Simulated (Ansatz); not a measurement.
Cs, DFT, LDA, all-electron PAW with datasets made for the crystal, scalar-relativistic (Ansatz 0.2.0), run on 1 thread of Arm Neoverse V1 on a shared host.

Structure: COD 9011010, as refined from experiment and not relaxed. The listed cell was then made from it by scaling, straining or moving an atom.

Command: `ansatz run input.yaml --threads 1 --pin off --max-ram 3072MiB --backend cpu --events-out ev --progress --plain --runs-dir out`

```yaml
crystal:
  lattice:
    - [-3.052725, 3.0225, 3.0225]
    - [3.0225, -3.052725, 3.0225]
    - [3.0225, 3.0225, -3.052725]
  atoms:
    - { symbol: Cs, position: [0.0, 0.0, 0.0] }
kpoints:
  mp_grid: { grid: [9, 9, 9] }
scf:
  occupations: { method: fermi_dirac, width: 0.05 }
hamiltonian:
  xc: lda
  pseudopotentials: { kind: all_electron, datasets: crystal }
output:
  forces: true
  stress: true
  eigenvalues: true
  efg: { contact_densities: true }
```

Q: How large is the problem that the program sets up?

A: 85 irreducible k-points, 531 plane waves at Γ, 9 bands.

Q: Estimate the wall time and the peak memory.

A: 6.7 s of wall time for 8 SCF iterations, with a peak of 0.35 GiB. Times on shared machines scatter by tens of per cent.

Q: And the same cell and mesh by PAW (frozen-core files), asked for forces, stress, eigenvalues, efg, on the same hardware?

A: 6 s, peak memory 0.41 GiB.
